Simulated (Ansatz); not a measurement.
The elements of this relaxed trial crystal are hidden behind letters.

```
lattice vectors (Å)
   3.0966    0.0000    0.0000
   0.0000    3.0966    0.0000
   0.0000    0.0000   13.1209
fractional positions
X 0.0000 0.0000 0.0000
X 0.5000 0.5000 0.1588
X 0.0000 0.0000 0.3200
X 0.0000 0.0000 0.6800
X 0.5000 0.5000 0.8412
Z 0.5000 0.5000 0.5000
Q 0.0000 0.0000 0.1594
Q 0.5000 0.5000 0.3172
Q 0.0000 0.0000 0.5000
Q 0.5000 0.5000 0.6828
Q 0.0000 0.0000 0.8406
Q 0.5000 0.5000 0.0000
```

The calculation used DFT PBE, scalar-relativistic, plane waves, PAW in Ansatz 0.2.0. Plane waves to 420 eV, a 10×10×2 mesh through Γ for the 12-atom cell and 0.02 eV Gaussian smearing; no spin polarisation.

- Space group: P4/mmm (No. 123)
- Conventional cell: a = 3.097 Å, c = 13.121 Å
- Volume per atom: 10.48 Å³
- Density: 4.35 g/cm³
- Formation energy: −2.339 eV/atom
- Gap on the 10×10×2 mesh of the 12-atom cell: 1.41 eV

Energies are uncorrected and count from the elements' standard states at the same level.

Question: X is an s-block element of period 3, Z is a d-block element of period 5 and Q is a p-block element of period 2. Which elements are they?

Answer: X = Mg, Z = Cd, Q = O, so the formula is Mg5CdO6. Density times volume gives a mean mass of 4.35 × 10.48/1.6605 = 27.5 u per atom, and this set has 27.5 u. Mg on a site of symmetry 4/mmm has 6 O at 2.09–2.19 Å; Cd is surrounded by 4 O at 2.19 Å and 2 O at 2.40 Å; around O on a site of symmetry 4mm lie 6 Mg at 2.09–2.19 Å; 5 more sites not described. Other sets within the hints have nearly the same mass, so mass alone doesn't settle it; this one was computed.

Kohn–Sham gaps at this level usually fall short of measured ones. A structure relaxed within its symmetry needn't be a true minimum.
